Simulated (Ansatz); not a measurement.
# AlNi4Bi: what a change of scf.occupations.method, scf.occupations.width, scf.convergence.dr2_threshold does

Level of theory: PBEsol, no spin polarisation, scalar-relativistic; Ansatz, plane waves to 420 eV (PAW set soft_2), k-mesh 4×4×4. These are the settings of the reference run.

Cell:

```
cell
1.0
     4.9330    0.0000   -4.0698
    -4.9330    0.0000   -4.0698
     0.0000    8.1899    0.0000
Al Bi Ni
4 4 16
Direct
  0.2500 0.2500 0.0000
  0.5000 0.0000 0.5000
  0.0000 0.5000 0.5000
  0.7500 0.7500 0.0000
  0.5000 0.5000 0.5000
  0.7500 0.2500 0.0000
  0.2500 0.7500 0.0000
  0.0000 0.0000 0.5000
  0.5000 0.5000 0.8292
  0.7500 0.2500 0.3292
  0.2500 0.7500 0.3292
  0.0000 0.0000 0.8292
  0.0000 0.0000 0.1708
  0.2500 0.7500 0.6708
  0.7500 0.2500 0.6708
  0.5000 0.5000 0.1708
  0.3750 0.1250 0.2500
  0.6250 0.8750 0.7500
  0.1250 0.3750 0.7500
  0.8750 0.6250 0.2500
  0.3750 0.1250 0.7500
  0.6250 0.8750 0.2500
  0.1250 0.3750 0.2500
  0.8750 0.6250 0.7500
```

The reference run of this cell is solved again as a single point with these keys changed:

| key | reference run | changed run |
| --- | --- | --- |
| scf.occupations.method | gaussian | methfessel_paxton |
| scf.occupations.width | 0.05 | 0.01 |
| scf.convergence.dr2_threshold | not typed | 1e-08 |

Q: How does the changed run end?

A: 

```
                                    quantity  reference run  changed run
energy, changed less reference (meV an atom)              0          0.0
                              pressure (GPa)            0.0          0.0
                        largest force (eV/Å)           0.00         0.01
                        gap on the mesh (eV)           0.00         0.00
```

The results hardly move, so these settings together matter little here. It took 10 iterations from the trained starting density.

Caveats: the reference run: a metal with Cr, Mn, Fe, Co or Ni was run without spin, and may be magnetic; a single point, atoms not relaxed again.
